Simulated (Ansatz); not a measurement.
A distorted cell of Ta (bcc, W type):

```yaml
crystal:
  lattice:
    - [-3.28193, 3.28193, 3.28193]
    - [1.64097, -1.64097, 1.64097]
    - [1.64097, 1.64097, -1.64097]
  atoms:
    - { symbol: Ta, position: [0.00000, 0.00000, 0.01970] }
    - { symbol: Ta, position: [0.50000, 0.00000, 0.00000] }
```

Method: PBEsol (plane waves to 420 eV, PAW, scalar-relativistic; Ansatz, an electronic-structure program). k mesh 8×16×16 (Γ-centred), Fermi-Dirac smearing 0.05 eV. E stands for the smeared free energy. Stress and pressure are positive under compression. With partly filled bands, energies and forces of such displacements shift with the k mesh and the smearing. Spin-orbit coupling is left out, though Ta is heavy. Ta is run without spin polarisation. Ta was relaxed with its symmetry unable to fall.

Task: Predict the force on every atom, in eV/Å.

Result: 
| atom | Fx | Fy | Fz |
|---|---|---|---|
| Ta1 | -0.219 | -0.087 | 0.087 |
| Ta2 | 0.219 | 0.087 | -0.087 |

Task: In it atom 1 sits (0.032, 0.032, -0.032) Å away from its relaxed site. What is its energy relative to the relaxed cell?

Result: 6 meV/cell.

(For displaced atoms, the force is minus the slope of the energy, and its curvature is a force constant, which sets phonon frequencies.)
